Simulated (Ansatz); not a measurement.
# LaSi$_{2}$Ru$_{2}$, a known structure type with other elements, at an estimated volume

```
Si Ru La
1.0
     0.00000    4.13207    0.00000
     4.13207    0.00000    0.00000
     2.06604    2.06604   -5.17165
Si Ru La
2 2 1
Cartesian
  2.0660 2.0660 -1.3136
  4.1321 4.1321 -3.8581
  2.0660 4.1321 -2.5858
  4.1321 2.0660 -2.5858
  0.0000 0.0000 0.0000
```

Method: r2SCAN, no spin polarisation; PAW, plane waves to 500 eV, 9×9×9 Γ-centred mesh, fermi-dirac occupations (width 0.1 eV) (Ansatz 0.2.0), atoms fixed.

(1) Give the Bader charges.

(2) Which atom feels the largest force, and which way?

(3) Is it stable against the elements?

(4) Is the cell too large or too small?

(5) Is there a gap?

Origin: a known structure type with other elements, at an estimated volume, so it need not be a known compound. Caveats: f levels without a U or exact exchange are poorly placed.

Results:

(1) Bader charges in e: La +1.56, Si +0.02, Ru -0.79. In the mean La gives up most and Ru takes most.

(2) The largest is on Si1 (and as large on other atoms): 1.44 eV/Å, components (0.00, 0.00, -1.44). It makes 58° with the line to a nearest neighbour, Ru3 at 2.43 Å.

(3) -0.88 eV an atom against the elements' usual phases (free molecules for gases, crystals otherwise, with no correction for O₂ or N₂), so it is bound against them; other compounds may still compete. Relaxing would lower it.

(4) The pressure is -1.2 GPa (compression positive), so with the atoms held at these fractions the cell would first shrink; the forces are large, so a full relaxation may end otherwise. The principal stresses -6.3, 1.4, 1.4 GPa differ, so its shape would change too.

(5) It is a metal, with about 3.1 states/eV a cell as the mean within 0.25 eV of the Fermi level, mostly Ru d (55 %), La d (19 %) and Si p (15 %).
